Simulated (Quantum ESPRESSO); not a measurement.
Inputs of pw.x and gipaw.x (a modified build of Quantum ESPRESSO, PBE) for LiF; the starting potential comes from an earlier run on another mesh:

```
&CONTROL
  calculation = 'scf'
  prefix = 'x'
  pseudo_dir = './pseudo'
  outdir = './out'
  tprnfor = .true.
/
&SYSTEM
  ibrav = 0
  nat = 2
  ntyp = 2
  ecutwfc = 45
  ecutrho = 180
  occupations = 'fixed'
  nbnd = 5
/
&ELECTRONS
  conv_thr = 1e-11
  startingpot = 'file'
/
ATOMIC_SPECIES
Li 6.940 Li.GGA_PBE-JTH.UPF
F 18.998 F.GGA_PBE-JTH.UPF
CELL_PARAMETERS angstrom
   -0.000000000000     2.031506425000     2.062132150000
    2.031506425000    -0.000000000000     2.062132150000
    2.031506425000     2.031506425000     0.000000000000
ATOMIC_POSITIONS crystal
Li     0.000000000000     0.000000000000     0.000000000000
F      0.500000000000     0.500000000000     0.500000000000
K_POINTS automatic
6 6 6 1 1 1
```

```
&INPUTGIPAW
  job = 'nmr'
  prefix = 'x'
  tmp_dir = './out/'
  restart_mode = 'from_scratch'
  pawproj(1) = .true.
  pawproj(2) = .true.
  use_nmr_macroscopic_shape = .false.
/
```

The cell was made here from a computed Materials Project entry: strained by +1 % along the cube axis and by -0.5 % across it, atoms relaxed (PBE without dispersion, pw.x of Quantum ESPRESSO, symmetry kept). The parent is LiF in Fm-3m. Stability against distortions was not tested.

Question: Give the final section of the GIPAW output.

Answer: 
```
     f-sum rule (should be    -7.7083):
            -7.7084         -0.0000          0.0000
            -0.0000         -7.7084          0.0000
             0.0000         -0.0000         -7.7084

     Total NMR chemical shifts in ppm: ---------------------------------------
     (adopting the Simpson convention for anisotropy and asymmetry)-----------

     Atom  1  Li  pos: (  0.000000  0.000000  0.000000)  Total sigma:          81.95
            82.1687          0.0000         -0.0000
             0.0000         82.1687          0.0000
            -0.0000          0.0000         81.5115

     Li      1    anisotropy:     -0.66    eta:    0.0000
     Li      1    sigma_11=     82.17
     Li      1    sigma_22=     82.17
     Li      1    sigma_33=     81.51

     Atom  2  F   pos: (  0.701797  0.701797  0.712377)  Total sigma:         363.51
           363.0757         -0.0000         -0.0000
            -0.0000        363.0757          0.0000
            -0.0000         -0.0000        364.3698

     F       2    anisotropy:      1.29    eta:    0.0000
     F       2    sigma_11=    363.08
     F       2    sigma_22=    363.08
     F       2    sigma_33=    364.37
```
The printed anisotropy is 3/2 (σ_33 − σ_iso) in the program's own order; the axes are left out here. Anisotropies that symmetry doesn't fix are less certain than the isotropic values. These are absolute shieldings with no macroscopic susceptibility term; δ = σ_ref − σ needs a reference computed alike. By our sweeps, such settings leave a few ppm in absolute σ.
